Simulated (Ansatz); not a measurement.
## Property card for AlV₂C

AlV2C:
```
CELL_PARAMETERS angstrom
      2.87878     0.00000     0.00000
     -1.43939     2.49310     0.00000
      0.00000     0.00000    13.02100
ATOMIC_POSITIONS crystal
  Al 0.33333 0.66667 0.75000
  Al 0.66667 0.33333 0.25000
  V  0.33333 0.66667 0.08511
  V  0.66667 0.33333 0.58511
  V  0.66667 0.33333 0.91489
  V  0.33333 0.66667 0.41489
  C  0.00000 0.00000 0.00000
  C  0.00000 0.00000 0.50000
```

Space group P6_3/mmc (No. 194); conventional cell a = 2.8788 Å, b = 2.8788 Å, c = 13.0210 Å, α = 90.00°, β = 90.00°, γ = 120.00°.

Method: plane-wave PAW PBEsol (Ansatz code). Structure relaxed to zero pressure with the same functional. Other levels are named where they apply.

### Cell and energy

```
Quantity                                                       Value
-----------------------------------------------------  -------------
Volume per atom                                             11.68 Å³
Density                                                   5.01 g/cm³
Formation energy from the elements (no fitted shifts)  -0.57 eV/atom
```

### Electronic structure

```
Item                                                                        Result
------------------------------------  --------------------------------------------
Electronic character                                             metallic (no gap)
Density of states at the Fermi level  0.61 states/eV per atom (mean over ±0.08 eV)
```

### Magnetism

```
Item                                              Result
--------------  ----------------------------------------
Magnetic order  non-magnetic (starting moments vanished)
```

### Mechanics

```
Item                                                                                          Result
--------------------------------------------  ------------------------------------------------------
Bulk modulus (Birch–Murnaghan fit)                                                           185 GPa
Pressure derivative B′                                                                           4.4
Elastic constants (relaxed ions, GPa)         C11 = 356, C12 = 82.8, C13 = 108, C33 = 340, C44 = 159
Mechanical stability                                          stable (all eigenvalues of C positive)
Hill bulk and shear moduli                                                           184 and 140 GPa
Young's modulus                                                                              335 GPa
Poisson's ratio                                                                                 0.20
Debye temperature from the elastic constants                                                   766 K
```

Symmetry was held in the PBEsol relaxation. The workflow began spin-polarised and lost its moments. As this level gives no gap, shear constants depend on the k-mesh and smearing (Fermi–Dirac, 0.1 eV here). The references are the lowest solids computed at this level, not always the standard phases.

Potentials: the later of the program's two PAW sets.
